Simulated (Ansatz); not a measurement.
As:
```
CELL_PARAMETERS angstrom
      0.00000     3.02830     3.02830
      3.02830     0.00000     3.02830
      3.02830     3.02830     0.00000
ATOMIC_POSITIONS crystal
  As 0.00000 0.00000 0.00000
  As 0.25000 0.25000 0.25000
```

Relaxed with r²SCAN. Special points in fractions of this cell's reciprocal vectors: Γ (0.000, 0.000, 0.000); X (0.500, 0.000, 0.500); U (0.625, 0.250, 0.625); K (0.375, 0.375, 0.750); L (0.500, 0.500, 0.500); W (0.500, 0.250, 0.750).

Task: List the band energies nearest the Fermi level at these points for r²SCAN (plane waves, PAW; program Ansatz).

Result: In eV from the Fermi level; about four levels below and three above (degenerate sets whole), none deeper than 8.9 eV; points with the same levels are listed once.

```json
[
 {"k": "Γ", "below": "-5.97 -2.34 -2.34 -2.34", "above": "0.61 0.61 0.61"},
 {"k": "X", "below": "-4.47 -4.47 -0.63 -0.63", "above": "5.39 5.39 8.06 8.06"},
 {"k": "U", "below": "-5.18 -4.16 -0.56", "above": "1.57 4.02 4.24"},
 {"k": "L", "below": "-3.34 -3.34 -2.74", "above": "1.95 1.95 5.19"},
 {"k": "W", "below": "-4.89 -4.89", "above": "1.16 1.16 3.24 3.24"}
]
```

Space group Fd-3m (diamond). The start of the workflow was typed in or built on a structure type; neither database checked (COD, Materials Project) lists it. It is not the phase usual at ambient conditions (space group No. 166). Symmetry was held in the r²SCAN relaxation. At this level the phase is mechanically unstable. Scalar-relativistic: spin–orbit coupling is off unless named, which matters more the heavier the elements.

Potentials: the later of the program's two PAW sets.
